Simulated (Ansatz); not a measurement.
MoSe (CsCl type, space group No. 221), DFT-PBE in the program Ansatz with PAW potentials, all energies at zero smearing, with the estimated change up to a 700 eV cutoff added, with one set of potentials and settings (totals compare only within such a set). Cell of 2 atoms (1 Mo, 1 Se): -10424.939 eV.

| element | reference phase | E (eV/atom) |
|---|---|---|
| Mo | Im-3m, 1 atoms in the cell | -4956.0557 |
| Se | P3_121, 3 atoms in the cell | -5469.0896 |

Formation energy per atom, worked out: (-10424.939 − 1×(-4956.0557) − 1×(-5469.0896))/2 = 0.103 eV/atom (10 kJ per mol of atoms), at 0 K, without zero-point energy or fitted corrections.

Space group Pm-3m (CsCl type). The cell is a constructed one: a structure type filled with these elements; neither database checked (COD, Materials Project) lists it. Its standing as an ambient phase is unchecked. The PBE relaxation kept the symmetry of its start; whether a distortion lowers the energy is not shown. No spin polarisation was allowed. The references are the lowest solids computed at this level, not always the standard phases.

Potentials: the earlier of the program's two PAW sets.
